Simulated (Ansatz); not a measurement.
**²⁷Al nuclear quadrupole resonance in Al4ZnS7**

Cell: a Materials Project structure (computed, not necessarily an observed phase), taken as it stands.

```cif
data_Al4ZnS7
_symmetry_space_group_name_H-M 'Pmn2_1'
_symmetry_Int_Tables_number 31
_cell_length_a 15.2371
_cell_length_b 6.5432
_cell_length_c 6.1702
_cell_angle_alpha 90.000
_cell_angle_beta 90.000
_cell_angle_gamma 90.000
loop_
_atom_site_label
_atom_site_type_symbol
_atom_site_symmetry_multiplicity
_atom_site_Wyckoff_symbol
_atom_site_fract_x
_atom_site_fract_y
_atom_site_fract_z
Al1 Al 4 b 0.1254 0.1527 0.5771
Al5 Al 4 b 0.2446 0.6739 0.5763
Zn Zn 2 a 0.5000 0.7463 0.6111
S11 S 4 b 0.3710 0.8161 0.4461
S15 S 4 b 0.1268 0.8345 0.4625
S19 S 4 b 0.2428 0.3414 0.4503
S23 S 2 a 0.5000 0.6786 0.9711
```

One atom of each set is listed.

All values are calculated (Ansatz; DFT, PBE, plane waves and PAW, scalar-relativistic, 420 eV cutoff, Γ-centred 2×5×5 k-points, Fermi–Dirac smearing 0.02 eV), not measured.

²⁷Al: I = 5/2, Q = 146.6 mb (year-2017 value). Static lattice, zero field.

Problem. Predict the zero-field ²⁷Al lines of each site.

Solution. For I = 5/2 and η = 0 the lines are 3|C_Q|/20 and twice that; η pulls their ratio below 2.

```json
{"site": "Al1", "atoms": "4", "V_zz (10²¹ V/m²)": "-2.17", "C_Q (MHz)": "-7.69", "η": "0.08", "line frequencies (MHz)": "1.16, 2.30"}
{"site": "Al5", "atoms": "4", "V_zz (10²¹ V/m²)": "-2.19", "C_Q (MHz)": "-7.76", "η": "0.14", "line frequencies (MHz)": "1.19, 2.32"}
```

At Al1 and Al5 V_zz points along its shortest bond, to S (within 7°) in each case.
